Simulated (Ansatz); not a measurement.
Cu (fcc type), DFT, PBEsol, all-electron LAPW, scalar-relativistic (Ansatz 0.2.0), on 1 thread of Intel(R) Xeon(R) 6975P-C (Granite Rapids) (shared host).

Command: `ansatz run input.yaml --threads 1 --pin off --max-ram 2048MiB --backend cpu --events-out ev --progress --plain --runs-dir out`

```yaml
crystal:
  lattice:
    - [0.0, 1.4143008809, 1.4143008809]
    - [1.4143008809, 0.0, 1.4143008809]
    - [1.4143008809, 1.4143008809, 0.0]
  atoms:
    - { symbol: Cu, position: [0.0, 0.0, 0.0] }
kpoints:
  mp_grid: { grid: [20, 20, 20] }
scf:
  occupations: { method: fermi_dirac, width: 0.08 }
hamiltonian:
  xc: pbesol
  pseudopotentials: { kind: all_electron, lapw: { basis_error: 0.001 } }
output:
  forces: true
  stress: true
  eigenvalues: true
  populations: true
```

(1) How large is the problem that the program sets up?

(2) About how long does it take?

Results:

(1) 256 irreducible k-points, 169 plane waves at Γ, 14 bands.

(2) 24 s of wall time for 6 SCF iterations. Times on shared machines scatter by tens of per cent.
